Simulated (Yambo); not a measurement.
G0W0@LDA for WO3 (ReO3 type, space group Pm-3m, No. 221) in Yambo. Reference settings: 4×4×4 Γ-centred k mesh, bands 2 to 129 and a 10 Ry block in the screening, 129 bands in G with the Bruneval-Gonze terminator, plasmon pole fitted at 27.2 eV. The LDA gap R → Γ on this mesh is 0.58 eV; G0W0 gaps are taken between the same points.

```csv
change from the reference,G0W0 gap R → Γ (eV),shift of the valence edge (eV)
reference settings,1.59,-0.20
"32 bands in W, 32 bands in G, 4 Ry block",1.87,0.09
"70 bands in W, 70 bands in G, 4 Ry block",1.65,-0.04
"99 bands in W, 99 bands in G, 4 Ry block, no terminator",1.61,0.07
"47 bands in W, 47 bands in G, 2 Ry block",[?],-0.15
"70 bands in W, 70 bands in G, 4 Ry block, no terminator",1.69,0.16
"47 bands in W, 47 bands in G, no terminator",[?],0.42
"99 bands in W, 99 bands in G",1.62,-0.17
```

**Question.** Estimate the withheld gaps from the other rows; the computed values follow.

**Answer.** 
- 47 bands in W, 47 bands in G, 2 Ry block, G0W0 gap R → Γ (eV): 2.03
- 47 bands in W, 47 bands in G, no terminator, G0W0 gap R → Γ (eV): 1.73

The reference isn't shown to be the converged limit.

Spin-orbit coupling is not included.

Geometry relaxed with LDA; primitive cell a = 3.7688 Å, b = 3.7688 Å, c = 3.7688 Å, α = 90.00°, β = 90.00°, γ = 90.00°.

The structure is a Materials Project entry; no match was found in the copy of COD used, and its stability was not checked.

A shift is the quasiparticle energy of the state minus its LDA energy.
